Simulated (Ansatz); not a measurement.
Cu₃Sb in space group P6/mmm (No. 191; Sb on 1a, Cu on 1b, Cu on 2c), PBEsol in the plane-wave PAW code Ansatz, all energies at zero smearing, with the estimated change up to a 700 eV cutoff added, with one set of potentials and settings (totals compare only within such a set). Cell of 4 atoms (1 Sb, 3 Cu): -26172.436 eV.

```tsv
element	reference phase	E (eV/atom)
Sb	R-3m, 2 atoms in the cell	-6408.1643
Cu	Fm-3m, 1 atoms in the cell	-6588.7834
```

Formation energy per atom, worked out: (-26172.436 − 1×(-6408.1643) − 3×(-6588.7834))/4 = 0.520 eV/atom (50 kJ per mol of atoms), at 0 K, without zero-point energy or fitted corrections.

The start of the workflow was typed in or built on a structure type; neither database checked (COD, Materials Project) lists it. Its standing as an ambient phase is unchecked. Symmetry was held in the PBEsol relaxation. At this level the phase is dynamically unstable (imaginary phonons). The run is not spin-polarised. Its formation energy is positive at this level, so the cell may be metastable or incomplete. The references are the lowest solids computed at this level, not always the standard phases. Spin–orbit coupling is left out wherever it is not named.

Potentials: the earlier of the program's two PAW sets. The files were generated under PBE; for other functionals the program regenerates the frozen cores, and for LDA and PBEsol the local potential too.
